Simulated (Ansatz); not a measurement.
An Ansatz (an electronic-structure program) run. Input:

Ansatz 0.2 input:
```yaml
crystal:
  lattice:
    - [-1.6594846823, 1.6594846823, 1.6594846823]
    - [1.6594846823, -1.6594846823, 1.6594846823]
    - [1.6594846823, 1.6594846823, -1.6594846823]
  atoms:
    - { symbol: Ta, position: [0.0, 0.0, 0.0] }
kpoints:
  mp_grid: { grid: [36, 36, 36] }
hamiltonian:
  xc: pbe
  pseudopotentials: { kind: paw }
scf:
  occupations: { method: fermi_dirac, width: 0.1 }
elastic: { mode: relaxed_ion, stencil: two_point, amplitude: 0.005, f_tol: 0.0005 }
```

Output (shortened):

```
Pseudopotential: Ta, paw, valence charge 13
Functional definition: PBE
Crystal: 1 atoms, lattice volume = 18.280 Å³
Basis set: ecut = 420 eV, 369 PW (Γ), exchange–correlation on 40×40×40 points (8 copies of the dense FFT grid, shifted against one another)
Bands: 11, of which v1, the nominal top of the filled ones, is band 7 counted from 1 (6 counted from 0)
Symmetry: 48 space group operations
Space group: Im-3m (ITA 229), of the structure as read, at distance tolerance 2.6e-5 Å
k-points: 1240 of 46656
SCF iter   1: F=—  HF=-9932.272756 eV  |F-HF|=—  |Δ(HF+E_count)|=         —  Δρ=2.06e-3  dr2=1.99e-4  ethr=1.77e-3  ⟨swp⟩=5.1  Hψ=76381  notcnv=0
preconditioner: auto → none
SCF iter   2: F=—  HF=-9932.272645 eV  |F-HF|=—  |Δ(HF+E_count)|=   1.11e-4  Δρ=1.00e-3  dr2=5.15e-5  ethr=1.53e-6  ⟨swp⟩=2.2  Hψ=30210  notcnv=0
SCF iter   3: F=—  HF=-9932.272719 eV  |F-HF|=—  |Δ(HF+E_count)|=   7.47e-5  Δρ=1.53e-4  dr2=1.08e-6  ethr=3.96e-7  ⟨swp⟩=2.1  Hψ=16881  notcnv=0
SCF iter   4: F=—  HF=-9932.272719 eV  |F-HF|=—  |Δ(HF+E_count)|=   1.98e-7  Δρ=4.95e-5  dr2=1.28e-7  ethr=8.30e-9  ⟨swp⟩=2.5  Hψ=18022  notcnv=0
SCF iter   5: F=—  HF=-9932.272719 eV  |F-HF|=—  |Δ(HF+E_count)|=   4.44e-8  Δρ=1.32e-5  dr2=8.90e-9  ethr=9.85e-10  ⟨swp⟩=1.0  Hψ=13625  notcnv=0
SCF iter   6: F=—  HF=-9932.272719 eV  |F-HF|=—  |Δ(HF+E_count)|=   3.39e-9  Δρ=4.33e-7  dr2=2.43e-11  ethr=6.85e-11  ⟨swp⟩=2.6  Hψ=21668  notcnv=0
SCF iter   7: F=—  HF=-9932.272719 eV  |F-HF|=—  |Δ(HF+E_count)|=  3.64e-12  Δρ=2.19e-7  dr2=2.54e-12  ethr=1.87e-13 (applied; sched 1.00e-12)  ⟨swp⟩=2.1  Hψ=21966  notcnv=0
SCF iter   8: F=-9932.272719 eV  HF=-9932.272719 eV  |F-HF|=5.46e-12  |Δ(HF+E_count)|=  1.09e-11  Δρ=4.15e-8  dr2=9.90e-14  ethr=1.00e-12  ⟨swp⟩=3.1  Hψ=49220  notcnv=0
SCF 1 converged in 8 iterations: F = -9932.272719 eV  dr2 = 9.90e-14
Crystal: 1 atoms, lattice volume = 18.189 Å³
Symmetry: 16 space group operations
k-points: 3349 of 46656
iter 1 solved again at ethr=1.81e-7 eV; its pass at ethr=3.10e-3 eV (dr2=2.35e-5 eV) is discarded
SCF iter   1: F=—  HF=-9932.272190 eV  |F-HF|=—  |Δ(HF+E_count)|=         —  Δρ=4.38e-4  dr2=1.59e-5  ethr=1.81e-7  ⟨swp⟩=3.0  Hψ=270985  notcnv=0  defer=118
preconditioner: auto → none
SCF iter   2: F=—  HF=-9932.272193 eV  |F-HF|=—  |Δ(HF+E_count)|=   3.50e-6  Δρ=2.11e-4  dr2=3.18e-6  ethr=1.22e-7  ⟨swp⟩=1.0  Hψ=36705  notcnv=0  defer=118
SCF iter   3: F=—  HF=-9932.272193 eV  |F-HF|=—  |Δ(HF+E_count)|=   1.03e-7  Δρ=2.16e-5  dr2=4.43e-8  ethr=2.45e-8  ⟨swp⟩=1.0  Hψ=36705  notcnv=0  defer=118
SCF iter   4: F=—  HF=-9932.272193 eV  |F-HF|=—  |Δ(HF+E_count)|=   5.07e-8  Δρ=2.46e-6  dr2=6.77e-10  ethr=3.41e-10  ⟨swp⟩=2.7  Hψ=57882  notcnv=0  defer=118
SCF iter   5: F=—  HF=-9932.272193 eV  |F-HF|=—  |Δ(HF+E_count)|=  1.24e-10  Δρ=5.55e-7  dr2=1.25e-11  ethr=5.21e-12  ⟨swp⟩=2.1  Hψ=54828  notcnv=0  defer=118
SCF iter   6: F=—  HF=-9932.272193 eV  |F-HF|=—  |Δ(HF+E_count)|=  9.09e-12  Δρ=4.64e-8  dr2=2.54e-13  ethr=9.61e-14 (applied; sched 1.00e-12)  ⟨swp⟩=2.6  Hψ=60286  notcnv=0  defer=131
SCF iter   7: F=-9932.272193 eV  HF=-9932.272193 eV  |F-HF|=1.82e-12  |Δ(HF+E_count)|=  5.46e-12  Δρ=3.34e-9  dr2=1.37e-15  ethr=1.00e-12  ⟨swp⟩=4.1  Hψ=114159  notcnv=0
SCF 2 converged in 7 iterations: F = -9932.272193 eV  dr2 = 1.37e-15
Crystal: 1 atoms, lattice volume = 18.372 Å³
iter 1 solved again at ethr=2.65e-10 eV; its pass at ethr=3.10e-3 eV (dr2=3.44e-8 eV) is discarded
SCF iter   1: F=—  HF=-9932.272485 eV  |F-HF|=—  |Δ(HF+E_count)|=         —  Δρ=8.44e-5  dr2=3.43e-8  ethr=2.65e-10  ⟨swp⟩=2.6  Hψ=251442  notcnv=0  defer=90
preconditioner: auto → none
SCF iter   2: F=—  HF=-9932.272489 eV  |F-HF|=—  |Δ(HF+E_count)|=   4.59e-6  Δρ=4.22e-5  dr2=8.13e-9  ethr=2.64e-10  ⟨swp⟩=1.0  Hψ=36713  notcnv=0  defer=90
SCF iter   3: F=—  HF=-9932.272490 eV  |F-HF|=—  |Δ(HF+E_count)|=   6.09e-7  Δρ=9.95e-7  dr2=4.96e-11  ethr=6.26e-11  ⟨swp⟩=1.1  Hψ=36990  notcnv=0  defer=90
SCF iter   4: F=—  HF=-9932.272490 eV  |F-HF|=—  |Δ(HF+E_count)|=  2.27e-10  Δρ=1.31e-7  dr2=2.02e-13  ethr=3.81e-13 (applied; sched 1.00e-12)  ⟨swp⟩=2.1  Hψ=55299  notcnv=0  defer=125
SCF iter   5: F=-9932.272490 eV  HF=-9932.272490 eV  |F-HF|=1.82e-12  |Δ(HF+E_count)|=  9.09e-12  Δρ=1.47e-8  dr2=9.22e-15  ethr=1.00e-12  ⟨swp⟩=4.1  Hψ=107915  notcnv=0
SCF 3 converged in 5 iterations: F = -9932.272490 eV  dr2 = 9.22e-15
Crystal: 1 atoms, lattice volume = 18.280 Å³
Symmetry: 8 space group operations
k-points: 6346 of 46656
iter 1 solved again at ethr=2.18e-7 eV; its pass at ethr=3.10e-3 eV (dr2=2.83e-5 eV) is discarded
SCF iter   1: F=—  HF=-9932.272629 eV  |F-HF|=—  |Δ(HF+E_count)|=         —  Δρ=6.12e-4  dr2=5.30e-5  ethr=2.18e-7  ⟨swp⟩=2.0  Hψ=468805  notcnv=0  defer=185
preconditioner: auto → none
SCF iter   2: F=—  HF=-9932.272616 eV  |F-HF|=—  |Δ(HF+E_count)|=   1.31e-5  Δρ=2.05e-4  dr2=3.59e-6  ethr=2.18e-7  ⟨swp⟩=2.5  Hψ=107114  notcnv=0  defer=185
SCF iter   3: F=—  HF=-9932.272615 eV  |F-HF|=—  |Δ(HF+E_count)|=   1.01e-6  Δρ=5.30e-5  dr2=1.56e-7  ethr=2.19e-8  ⟨swp⟩=1.6  Hψ=80649  notcnv=0  defer=185
SCF iter   4: F=—  HF=-9932.272615 eV  |F-HF|=—  |Δ(HF+E_count)|=   9.48e-8  Δρ=1.11e-6  dr2=1.62e-10  ethr=9.50e-10  ⟨swp⟩=1.0  Hψ=69750  notcnv=0  defer=185
SCF iter   5: F=—  HF=-9932.272615 eV  |F-HF|=—  |Δ(HF+E_count)|=  1.13e-10  Δρ=2.23e-7  dr2=4.06e-12  ethr=9.89e-13 (applied; sched 1.00e-12)  ⟨swp⟩=2.4  Hψ=117179  notcnv=0  defer=185
SCF iter   6: F=—  HF=-9932.272615 eV  |F-HF|=—  |Δ(HF+E_count)|=    0.00e0  Δρ=7.46e-8  dr2=2.17e-13  ethr=2.48e-14 (applied; sched 1.00e-12)  ⟨swp⟩=2.1  Hψ=103156  notcnv=0  defer=217
SCF iter   7: F=-9932.272615 eV  HF=-9932.272615 eV  |F-HF|=0.00e0  |Δ(HF+E_count)|=  1.82e-12  Δρ=1.03e-8  dr2=4.33e-15  ethr=1.00e-12  ⟨swp⟩=4.0  Hψ=196267  notcnv=0
SCF 4 converged in 7 iterations: F = -9932.272615 eV  dr2 = 4.33e-15
Crystal: 1 atoms, lattice volume = 18.280 Å³
iter 1 solved again at ethr=1.22e-10 eV; its pass at ethr=3.10e-3 eV (dr2=1.59e-8 eV) is discarded
SCF iter   1: F=—  HF=-9932.272612 eV  |F-HF|=—  |Δ(HF+E_count)|=         —  Δρ=1.11e-5  dr2=1.61e-8  ethr=1.22e-10  ⟨swp⟩=2.4  Hψ=469167  notcnv=0  defer=154
preconditioner: auto → none
SCF iter   2: F=—  HF=-9932.272615 eV  |F-HF|=—  |Δ(HF+E_count)|=   2.90e-6  Δρ=4.94e-6  dr2=2.46e-9  ethr=1.22e-10  ⟨swp⟩=1.6  Hψ=78985  notcnv=0  defer=154
SCF iter   3: F=—  HF=-9932.272615 eV  |F-HF|=—  |Δ(HF+E_count)|=  7.64e-11  Δρ=7.28e-7  dr2=5.55e-11  ethr=1.90e-11  ⟨swp⟩=1.0  Hψ=69589  notcnv=0  defer=154
SCF iter   4: F=—  HF=-9932.272615 eV  |F-HF|=—  |Δ(HF+E_count)|=  5.46e-12  Δρ=1.06e-7  dr2=5.94e-13  ethr=4.27e-13 (applied; sched 1.00e-12)  ⟨swp⟩=2.7  Hψ=106311  notcnv=0  defer=209
SCF iter   5: F=-9932.272615 eV  HF=-9932.272615 eV  |F-HF|=1.09e-11  |Δ(HF+E_count)|=  1.82e-12  Δρ=1.77e-8  dr2=1.59e-14  ethr=1.00e-12  ⟨swp⟩=4.0  Hψ=203429  notcnv=0
SCF 5 converged in 5 iterations: F = -9932.272615 eV  dr2 = 1.59e-14
SCF converged after 8 iterations
Free energy (F): -9932.272719 eV
Harris-Foulkes:  -9932.272719 eV  (|F-HF|=5.46e-12)
Internal energy: -9932.228722 eV  (E = F + TS)
E sigma→0 (E₀):  -9932.250721 eV
Entropy (-TS):   -0.043997 eV (-43.997 meV/atom)
Fermi energy:    18.341432 eV
--- Per-component energies (eV) ---
  E_band       = -107.481446
  E_kinetic    = 365.653375
  E_local      = -555.940850  (includes V_loc(G=0)·N_el)
  E_nonlocal   = 14.732886
  E_hartree    = 192.457567
  E_xc         = -218.349615
  E_vxc        = -203.901756  (∫ρ·V_xc dr)
  E_paw        = -8396.599900  (= ΣΔE_a)
  E_vpaw       = -112.940372  (= ΣTr[D̂ρ^β])
  E_aug_tail   = 0.000133  (compensation charges beyond the density's cutoff)
  E_ewald      = -1334.182318
  E_smearing   = -0.043997  (= −TS)
  E_closure    = 0.000000  (closes the sum)
  Σ components = -9932.272719   (vs F -9932.272719, Δ=0.00e0)
  [band-id]    e_kinetic+e_local+e_nonlocal+2·e_hartree+e_vxc+e_vpaw+e_augmentation_tail = -107.481450   (vs E_band -107.481446, Δ=-4.09e-6)
--- Forces (eV/Å), atoms counted from 1 ---
  atom   1  Ta     0.00000000     0.00000000     0.00000000
  max |Σ_I F_I| component: 0.0 eV/Å
--- Stress (GPa, compression-positive) ---
        0.252692       0.000000       0.000000
        0.000000       0.252692       0.000000
        0.000000       0.000000       0.252692
  P = ⅓ Tr σ = 0.2527 GPa (2.527 kbar)
--- Band table (eV; the first three rows and the last of 1240) ---
  k-point 0: bands = ["-48.7811", "-14.7495", "-14.7495", "-14.7495", "10.4867", "19.0648", "19.0648", "19.0648", "22.2873", "22.2873", "32.8903"]
  k-point 1: bands = ["-48.7803", "-14.7587", "-14.7523", "-14.7495", "10.5207", "19.0423", "19.0591", "19.0981", "22.2483", "22.2872", "32.9217"]
  k-point 2: bands = ["-48.7779", "-14.7861", "-14.7608", "-14.7496", "10.6219", "18.9762", "19.0400", "19.1976", "22.1409", "22.2874", "33.0127"]
  k-point 1239: bands = ["-48.5915", "-15.5327", "-15.5327", "-15.5327", "14.6122", "14.6122", "25.0521", "25.0521", "25.0521", "26.8063", "26.8063"]
--- Elastic constants: 2 strain directions × 2 members + reference (group order 48) ---
  dense FFT box of the reference and of every strained cell: 20×20×20
  strains applied: 11, 23; error gains: componentwise 1.00 (the most a stress slope's error grows in a printed constant), spectral 1.73 (1 for all six strains …
  C = ∂σ_k/∂η_j (tension-positive GPa; Voigt order 11 22 33 23 13 12):
       265.273    160.211    160.211      0.000      0.000      0.000
       160.211    265.273    160.211      0.000      0.000      0.000
       160.211    160.211    265.273      0.000      0.000      0.000
         0.000      0.000      0.000     73.347      0.000      0.000
         0.000      0.000      0.000      0.000     73.347      0.000
         0.000      0.000      0.000      0.000      0.000     73.347
  reference stress σ⁰ (GPa):     -0.253     -0.253     -0.253      0.000      0.000      0.000
  C* (energy form; C + prestress term) asymmetry max|C*_kj − C*_jk| = 5.684e-14 GPa — a small one proves nothing (zero by symmetry where the batch's group is …
  moduli (Voigt/Reuss/Hill, GPa): K = 195.23/195.23/195.23   G = 65.02/63.31/64.17   E = 173.49   ν = 0.352
  mechanically stable: yes (min eigenvalue of sym C = 73.35 GPa)
  where every solve meets its electron count the energy-path curvature estimates C_jj along a normal strain and C_jj − ¼(σ⁰_aa + σ⁰_bb) along a shear (ab), of …
  strain η (Voigt 11):  stress-route row diagonal C_11 = 265.27 GPa, energy-path curvature d²(F+E_count+ΔE)/dδ²/Ω₀ = 265.26 GPa
         δ    σ_11 (GPa)             F (eV)   n_scf  n_hpsi   n_pw
    -5.000e-3      -1.5994       -9932.2721933       7  671962    370   relax 0 steps, max|allowed force component| 0.00e0 eV/Å
     5.000e-3       1.0534       -9932.2724899       5  528779    371   relax 0 steps, max|allowed force component| 0.00e0 eV/Å
  strain η (Voigt 23):  stress-route row diagonal C_44 = 73.35 GPa, energy-path curvature d²(F+E_count+ΔE)/dδ²/Ω₀ = 73.48 GPa
         δ    σ_23 (GPa)             F (eV)   n_scf  n_hpsi   n_pw
    -5.000e-3      -0.3667       -9932.2726154       7  1219500    370   relax 0 steps, max|allowed force component| 0.00e0 eV/Å
     5.000e-3       0.3667       -9932.2726154       5  1004049    370   relax 0 steps, max|allowed force component| 0.00e0 eV/Å
```

Cost: roughly 5 core-minutes on shared cores.

Symmetry was held in the PBE relaxation. No spin polarisation was allowed. As this level gives no gap, shear constants depend on the k-mesh and smearing (Fermi–Dirac, 0.1 eV here). Scalar-relativistic: spin–orbit coupling is off unless named, which matters more the heavier the elements.

Potentials: the later of the program's two PAW sets.

Ansatz is a plane-wave DFT program.
